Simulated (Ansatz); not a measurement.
Suppose NaBI2 takes space group P-3m1 (No. 164), with Na on 1a; B on 1b; I on 2d. A trial structure of NaBI2 was built thus: ordered mixture on the cation sites of nickel arsenide (occupants of the shared sites, in ratio, Na: 1, B: 1).

These are results of DFT PBE, scalar-relativistic, plane waves, PAW (Ansatz 0.2.0), not measurements. Cutoff 420 eV, Γ-centred mesh, Gaussian smearing, no spin polarisation.

Energies over the elements count from the elements' standard structures at the same level, with no fitted energy shifts.

Problem. Give the relaxed lattice parameters and positions.

Solution.

Space group P-3m1 (No. 164). a = 4.305 Å, b = 4.305 Å, c = 7.267 Å, α = 90.00°, β = 90.00°, γ = 120.00°
| atom | site | symmetry | x | y | z |
| --- | --- | --- | --- | --- | --- |
| Na | 1a | -3m. | 0.0000 | 0.0000 | 0.0000 |
| B | 1b | -3m. | 0.0000 | 0.0000 | 0.5000 |
| I | 2d | 3m. | 0.3333 | 0.6667 | 0.2788 |

Around Na lie 6 I at 3.21 Å and 2 B at 3.63 Å; B is surrounded by 6 I at 2.96 Å and 2 Na at 3.63 Å; I is surrounded by 3 B at 2.96 Å and 3 Na at 3.21 Å. Another local minimum with the same sites may exist.

Problem. Where does its energy lie, and is it a metal?

Solution. The formation energy is +0.265 eV/atom and the gap on the 6×6×4 mesh of the 4-atom cell is 1.61 eV. The separate elements lie lower, so it is unstable against them.

The last run used Gaussian smearing of 0.02 eV. These runs have no spin–orbit coupling, which can matter for I. Kohn–Sham gaps at this level usually fall short of measured ones. The missing spin–orbit coupling can work the other way here. The reference form of I is held partly by dispersion forces, which this level lacks. Symmetry constrained the relaxation, so the result can be a saddle point.
